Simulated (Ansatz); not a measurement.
LaWN3:
```xyz
10
Lattice="2.8167 1.6262 4.5388 -2.8167 1.6262 4.5388 0.0000 -3.2524 4.5388" Properties=species:S:1:pos:R:3 pbc="T T T"
La     0.0000     0.0000    10.2122
La     0.0000     0.0000     3.4041
W      0.0000     0.0000     0.0000
W      0.0000     0.0000     6.8082
N     -1.2656     1.0603     5.6735
N      1.2656    -1.0603     7.9428
N     -0.2854    -1.6262     5.6735
N      0.2854     1.6262     7.9428
N      1.5510     0.5660     5.6735
N     -1.5510    -0.5660     7.9428
```

Relaxed with PBEsol. Special points in fractions of this cell's reciprocal vectors: Γ (0.000, 0.000, 0.000); T (0.500, 0.500, 0.500); H2 (0.748, 0.252, 0.500); H0 (0.500, -0.252, 0.252); L (0.500, 0.000, 0.000); S0 (0.376, -0.376, 0.000); S2 (0.624, 0.000, 0.376); F (0.500, 0.000, 0.500).

**Question.** List the band energies nearest the Fermi level at these points for PBEsol in the plane-wave PAW code Ansatz.

**Answer.** In eV from the Fermi level; about four levels below and three above (degenerate sets whole), none deeper than 8.9 eV; points with the same levels are listed once.

| k | below | above |
|---|---|---|
| Γ | -0.19 -0.19 -0.01 -0.01 | 0.21 0.31 3.02 3.02 |
| T | -1.15 -1.15 -1.15 -1.15 -0.97 -0.97 | 2.30 2.30 2.30 2.30 |
| H2 | -1.36 -1.36 -0.61 -0.61 | 1.82 1.82 2.68 2.68 |
| L | -0.84 -0.84 -0.45 -0.45 | 1.98 1.98 2.11 2.11 |
| S0 | -1.39 -1.24 -0.95 -0.11 | 1.00 2.51 2.65 |
| F | -1.24 -0.46 -0.40 -0.35 | 0.04 2.55 2.82 |

Space group R-3c. The workflow started from a Materials Project entry (that database holds measured and hypothetical structures alike); the Crystallography Open Database copy checked does not list it. Its standing as an ambient phase is unchecked. The cell was relaxed with PBEsol under the symmetry of its start; whether a distortion lowers the energy is not shown. No spin polarisation was allowed. Scalar-relativistic: spin–orbit coupling is off unless named, which matters more the heavier the elements.

Potentials: the later of the program's two PAW sets.
